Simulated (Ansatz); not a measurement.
W₂N:
```
CELL_PARAMETERS angstrom
      2.98439     0.00000     0.00000
      0.00000     2.98439     0.00000
      0.00000     0.00000     4.18712
ATOMIC_POSITIONS crystal
  W  0.00000 0.00000 0.00000
  W  0.50000 0.50000 0.50000
  N  0.50000 0.50000 0.00000
```

Relaxed with PBE. Special points in fractions of this cell's reciprocal vectors: Γ (0.000, 0.000, 0.000); X (0.000, 0.500, 0.000); M (0.500, 0.500, 0.000); Z (0.000, 0.000, 0.500); R (0.000, 0.500, 0.500); A (0.500, 0.500, 0.500).

Question: List the band energies nearest the Fermi level at these points for PBE with spin–orbit coupling (plane waves, PAW; program Ansatz).

Answer: In eV from the Fermi level; about four levels below and three above (degenerate sets whole), none deeper than 8.9 eV; points with the same levels are listed once.

| k | below | above |
|---|---|---|
| Γ | -1.98 -1.98 -1.52 -1.52 | 0.01 0.01 0.54 0.54 |
| X | -3.15 -3.15 -3.14 -3.14 | 0.14 0.14 0.57 0.57 |
| M | -5.31 -5.31 -4.65 -4.65 | 2.05 2.05 2.80 2.80 |
| Z | -0.21 -0.21 -0.05 -0.05 | 0.46 0.46 2.06 2.06 |
| R | -1.55 -1.55 -0.65 -0.65 | 1.48 1.48 2.24 2.24 |
| A | -3.48 -3.48 -3.32 -3.32 | 0.27 0.27 0.40 0.40 |

Space group P4/mmm. The cell is a constructed one: a structure type filled with these elements; neither database checked (COD, Materials Project) lists it. Whether it is the stable phase at ambient conditions was not checked. Symmetry was held in the PBE relaxation; its stability against distortions is not shown here. The run is not spin-polarised. With an odd number of electrons in the cell and no spin polarisation, the count alone makes it a metal.

Potentials: the later of the program's two PAW sets.
